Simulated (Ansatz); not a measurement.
Zn3Sb4O6F6: field gradients at two levels of theory

Cell: a measured structure from the Crystallography Open Database (COD), ions relaxed with PBE at fixed cell.

Space group I-43m (No. 217); a = 8.1291 Å.

```csv
site,Wyckoff,site symmetry,x,y,z
Zn,6b,-42.m,0.5000,0.0000,0.0000
Sb,8c,.3m,0.8368,0.1632,0.1632
O,12e,2.mm,0.7488,0.0000,0.0000
F,12d,-4..,0.5000,0.0000,0.2500
```

One atom of each set is listed; the run and its k-mesh use a cell of 19 atoms with edges of 7.04, 7.04, 7.04 Å.

First run. Computed with Ansatz: DFT, PBE, plane waves and PAW, scalar-relativistic, 420 eV cutoff, Γ-centred 4×4×4 k-points, Fermi–Dirac smearing 0.02 eV.

```csv
site,V_zz (10²¹ V/m²),η
Zn,-3.11,0.00
Sb,-36.2,0.00
O,9.54,0.81
F,7.93,0.00
```

Second run. The same atoms and settings, except that the functional is r2SCAN and the cutoff is 500 eV.

Q: What does the second run give?

A: 

```tsv
site	V_zz	η	change of V_zz
Zn	-3.11	0.00	0.00
Sb	-38.2	0.00	-2.04
O	9.86	0.75	+0.32
F	7.55	0.00	-0.38
```

The largest change of V_zz is on Sb, from -36.2 to -38.2. In per cent, |V_zz| changes by 0 on Zn, +6 on Sb, +3 on O, -5 on F (all sites that start above 0.5).

Without spin–orbit coupling (the program notes it for Sb) the gradients are little affected as a rule: paired runs on crystals with a gap mostly move them by under 2 % at such atoms.
For the first run: At this cell the PBE pressure is 5 GPa, so with PBE the cell would grow if it were relaxed. With these PAW files V_zz is typically within 2 to 3 % of all-electron values, but misses above 10 % occur on Sb.
For the second run: The largest force is 0.6 eV/Å, so the atoms aren't at the calculated equilibrium and relaxing them would move these values. With these PAW files V_zz is typically within 2 to 3 % of all-electron values, but misses above 10 % occur on Sb, Zn.
